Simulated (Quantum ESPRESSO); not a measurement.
# Si2AsO5N: convergence and cost over cutoff and k mesh

A calculation, not a measurement. The program is pw.x of Quantum ESPRESSO 7.5 (plane-wave density functional theory). The cell is made up: 9 atoms on a quartz lattice, with randomly drawn elements, strain and displacements, not relaxed. PseudoDojo standard norm-conserving files (v0.5 for PBE, v0.4.1 for LDA and PBEsol) set the functional; there is no spin polarisation, spin-orbit coupling or dispersion term, and the masses in the input are unused placeholders.

Input of the run in row 2:

```
&control calculation='scf', pseudo_dir='./dojo.nc.sr.pbe.v0_5.standard.upf', outdir='./o', disk_io='medium', tprnfor=.true., tstress=.true. /
&system ibrav=0, nat=9, ntyp=4, nbnd=35, ecutwfc=84.00895049, nosym=.true., tot_charge=0,
 occupations='smearing', smearing='fd', degauss=0.0018374661
/
&electrons conv_thr=7.350e-09, electron_maxstep=60, /
ATOMIC_SPECIES
As 1.0 As.upf
N 1.0 N.upf
O 1.0 O.upf
Si 1.0 Si.upf
CELL_PARAMETERS angstrom
5.3103 -0.0511 0.0071
-2.6994 4.6354 0.0337
0.0078 0.0474 5.7599
ATOMIC_POSITIONS angstrom
Si 2.666 0.0901 3.8877
Si -1.2028 2.1296 1.9122
As 1.3312 2.5246 0.0301
O 1.5519 1.2857 4.624
O 3.5508 0.6653 2.6659
O 2.9635 2.5823 0.7189
N 0.4917 1.9472 1.3019
O -1.2361 3.2969 3.2373
O 0.6719 3.9281 4.994
K_POINTS automatic
5 5 4 1 1 1
```

The same cell was run at these settings. Meshes are shifted by half a step, and differences are from the last row, which is itself not exact.

| cutoff (eV) | k mesh | k points solved | threshold (eV) | free energy less the last row's (eV) | pressure (GPa) | largest stress difference (GPa) | largest force difference (eV/Å) | iterations | wall time (s) | k-point pools | processor |
| --- | --- | --- | --- | --- | --- | --- | --- | --- | --- | --- | --- |
| 800 | 2 x 2 x 2 | 4 | 1e-04 | 3.354 | -39.90 | 31.89 | 0.104 | 9 | 18 | 4 | AMD EPYC, older |
| 1143 | 5 x 5 x 4 | 50 | 1e-07 | 0.003 | -8.20 | 0.02 | 0.003 | 12 | 480 | 1 | AMD EPYC, Zen 5 class |
| 1437 | 7 x 7 x 6 | 147 | 1e-07 | 0.000 | -8.18 | 0.00 | 0.000 | 12 | 2648 | 1 | AMD EPYC, Zen 5 class |

Each pool is one process. Wall times include start-up and a band step at six k points, which weighs most on the coarsest meshes. The runs were on shared virtual cores whose load varied, so times are rough.